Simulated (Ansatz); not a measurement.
Relaxed MgO (rock salt):

```
CELL_PARAMETERS angstrom
      0.00000     4.25445     4.25445
      2.12722     0.00000     2.12722
      2.12722     2.12722     0.00000
ATOMIC_POSITIONS crystal
  O  0.00000 0.00000 0.00000
  O  0.50000 0.00000 0.00000
  Mg 0.25000 0.50000 0.50000
  Mg 0.75000 0.50000 0.50000
```

The atoms are displaced by Q × the pattern below (from a DFPT mode at L = (0.5, 0.0, 0.0), largest move 1; Q in Å), at fixed cell. (q is in reciprocal vectors of the primitive cell; the cell shown is doubled to hold the pattern.)

```csv
atom,x,y,z
O1,0.577,-0.577,-0.577
O2,-0.577,0.577,0.577
```

Atoms not listed stay in place.

Method: PBE (plane waves to 420 eV, PAW, scalar-relativistic; Ansatz, an electronic-structure program). k mesh 13×13×13 (Γ-centred), Fermi-Dirac smearing 0.05 eV. MgO was relaxed with its symmetry unable to fall. The PAW data are Ansatz's earlier set.

At one point of the scan the forces (eV/Å) are:

| atom | Fx | Fy | Fz |
|---|---|---|---|
| O1 | -1.019 | 1.019 | 1.019 |
| O2 | 1.019 | -1.019 | -1.019 |
| Mg3 | 0.000 | 0.000 | 0.000 |
| Mg4 | 0.000 | 0.000 | 0.000 |

Problem. Which point is it?
A. Q = 0.017 Å
B. Q = 0.050 Å
C. Q = 0.100 Å
D. Q = 0.083 Å

Solution. C, Q = 0.100 Å

(For displaced atoms, the force is minus the slope of the energy, and its curvature is a force constant, which sets phonon frequencies.)
